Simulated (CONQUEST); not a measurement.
Band structure of Te2Mo (P6_3/mmc, 12 atoms in the cell; from Materials Project mp-602).

```yaml
crystal:
  lattice:
    - [3.56565, 0.00000, 0.00000]
    - [0.00000, 6.17589, 0.00000]
    - [0.00000, 0.00000, 14.64778]
  atoms:
    - { symbol: Te, position: [0.00000, 0.33333, 0.62782] }
    - { symbol: Te, position: [0.50000, 0.16667, 0.37218] }
    - { symbol: Te, position: [0.50000, 0.16667, 0.12782] }
    - { symbol: Te, position: [0.00000, 0.33333, 0.87218] }
    - { symbol: Te, position: [0.50000, 0.83333, 0.62782] }
    - { symbol: Te, position: [0.00000, 0.66667, 0.37218] }
    - { symbol: Te, position: [0.00000, 0.66667, 0.12782] }
    - { symbol: Te, position: [0.50000, 0.83333, 0.87218] }
    - { symbol: Mo, position: [0.00000, 0.33333, 0.25000] }
    - { symbol: Mo, position: [0.50000, 0.16667, 0.75000] }
    - { symbol: Mo, position: [0.50000, 0.83333, 0.25000] }
    - { symbol: Mo, position: [0.00000, 0.66667, 0.75000] }
```

Method: PBE, numerical atomic orbitals double-zeta with polarisation (the shipped basis), PseudoDojo norm-conserving potentials made for PBE run with CONQUEST.

Settings: basis = DZP; Diag.MPMeshX, Y, Z = 4 3 1; potentials = PseudoDojo norm-conserving PBE; Grid.GridCutoff = 175 Ha; DM.SolutionMethod = diagon; Diag.SmearingType = 1; Diag.kT = 0.001837 Ha; Diag.GammaCentred = true; Diag.MPOrder = 0; minE.SCTolerance = 1.0e-07; SC.MaxIters = 100; SC.LinearMixingFactor = 0.3; AtomMove.TypeOfRun = static.

Spin-orbit coupling is left out, which matters for bands and gaps with elements this heavy. The program uses no crystal symmetry, so grid and mesh can part values that symmetry would make equal. The atom-centred basis is finite, which shifts total energies, pressures and forces against plane waves. The structure comes from a collection of computed structures, made at another level of theory; the collection holds predicted forms beside known ones.

Problem. Predict the gap along the standard path.

Solution. The gap along the path of this cell's zone is 0.93 eV.

Points are given in units of this cell's reciprocal vectors. Levels in eV from the top of the valence band on the path, bands 89 to 93:
| point | 89 | 90 | 91 | 92 | 93 |
|---|---|---|---|---|---|
| Γ (0 0 0) | -0.57 | -0.55 | -0.42 | 0.00 | 1.24 |
| X (0.5 0 0) | -0.49 | -0.49 | -0.40 | -0.40 | 1.11 |
| S (0.5 0.5 0) | -0.55 | -0.55 | -0.42 | -0.42 | 1.24 |
| Y (0 0.5 0) | -0.79 | -0.79 | -0.78 | -0.78 | 1.29 |
| Z (0 0 0.5) | -0.49 | -0.49 | -0.12 | -0.12 | 1.26 |
| U (0.5 0 0.5) | -0.45 | -0.45 | -0.45 | -0.45 | 1.29 |
| R (0.5 0.5 0.5) | -0.49 | -0.49 | -0.49 | -0.49 | 1.26 |
| T (0 0.5 0.5) | -0.78 | -0.78 | -0.78 | -0.78 | 1.50 |

Higher empty bands are left out: an atom-centred basis made for the valence describes them poorly.

The labels belong to the zone of the cell as typed, which is larger than the primitive one, so the bands are folded: a gap that looks direct here can be indirect in the primitive zone.
